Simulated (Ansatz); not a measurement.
One crystal and one scan (energy over volume and axial ratio) at two levels, r2SCAN (plane waves to 500 eV, PAW, scalar-relativistic; Ansatz, an electronic-structure program) and PBE (plane waves to 420 eV, PAW, scalar-relativistic; Ansatz), each from its own relaxed cell and on its own mesh. The cell shown is that of r2SCAN.

Zr (hcp, Mg type)

```xyz
2
Lattice="3.2460 0.0000 0.0000 -1.6230 2.8111 0.0000 0.0000 0.0000 5.1507" Properties=species:S:1:pos:R:3 pbc="T T T"
Zr     0.0000     1.8741     3.8630
Zr     1.6230     0.9370     1.2877
```

Two coordinates are scanned: the volume, and the ratio of the stretch along z (the conventional c axis) to the stretch across it. Atoms keep their fractional coordinates.

E stands for the smeared free energy. Zr is run without spin polarisation. Zr was relaxed with its symmetry unable to fall. With partly filled bands, the response to shear is sensitive to the k mesh, so small differences along c/a are uncertain. Percentages come from the unrounded values. Both scans cover V/V₀ from 0.920 to 1.080 and (c/a)/(c/a)₀ from 0.960 to 1.040.

Results of r2SCAN:

| Property | Value |
|---|---|
| Lattice constant a (Å) | 3.246 |
| Lattice constant c (Å) | 5.151 |
| Relaxed volume (Å³/atom) | 23.50 |
| Modulus against c/a change at fixed volume, (3/4V)·∂²E/∂(ln c/a)² (fit, atoms clamped) (GPa) | 52 |

**Question.** Estimate the PBE values.

**Answer.** 
| quantity | PBE | r2SCAN − PBE |
|---|---|---|
| Lattice constant a (Å) | 3.231 | +0.015 (+0.5 %) |
| Lattice constant c (Å) | 5.173 | -0.022 (-0.4 %) |
| Relaxed volume (Å³/atom) | 23.39 | +0.11 (+0.5 %) |
| Modulus against c/a change at fixed volume, (3/4V)·∂²E/∂(ln c/a)² (fit, atoms clamped) (GPa) | 45 | +7 (+15 %) |

r2SCAN gives the higher value for: lattice constant a; modulus against c/a change at fixed volume. r2SCAN gives the lower value for: lattice constant c. They agree on: relaxed volume (within 0.6 %).

(A scan under strain: stresses follow from slopes of the energy per volume, elastic moduli from its curvatures.)
